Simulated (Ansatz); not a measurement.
# Al2GaSb3 (P3m1) at 3 levels of theory

One geometry, relaxed with PBE; plane waves with PAW potentials in Ansatz, scalar-relativistic unless the row names spin-orbit coupling. No spin polarisation but for the spin–orbit row. Gaps are the least over mesh and band path; pressure is positive in compression.

```yaml
crystal:
  lattice:
    - [4.39966, 0.00000, 0.00000]
    - [-2.19983, 3.81022, 0.00000]
    - [0.00000, 0.00000, 10.77468]
  atoms:
    - { symbol: Al, position: [0.00000, 0.00000, 0.24987] }
    - { symbol: Al, position: [0.66667, 0.33333, 0.58385] }
    - { symbol: Ga, position: [0.33333, 0.66667, 0.91646] }
    - { symbol: Sb, position: [0.00000, 0.00000, 0.99975] }
    - { symbol: Sb, position: [0.66667, 0.33333, 0.33332] }
    - { symbol: Sb, position: [0.33333, 0.66667, 0.66674] }
```

| level | cutoff (eV) | k mesh | gap (eV) | pressure (GPa) |
| --- | --- | --- | --- | --- |
| PBE | 420 | 12×12×4 | 0.39 | 0.0 |

Question: What comes out on the same cell with PBE with spin-orbit coupling, PBEsol?

Answer:
```tsv
level	cutoff (eV)	k mesh	gap (eV)	pressure (GPa)
PBE with spin-orbit coupling	420	12×12×4	0.19	0.0
PBEsol	420	12×12×4	0.33	-1.9
```

Spin-orbit coupling matters for the bands of heavy elements and enters only rows that name it.

The cell was found from a structure generator's guess, not taken from experiment.
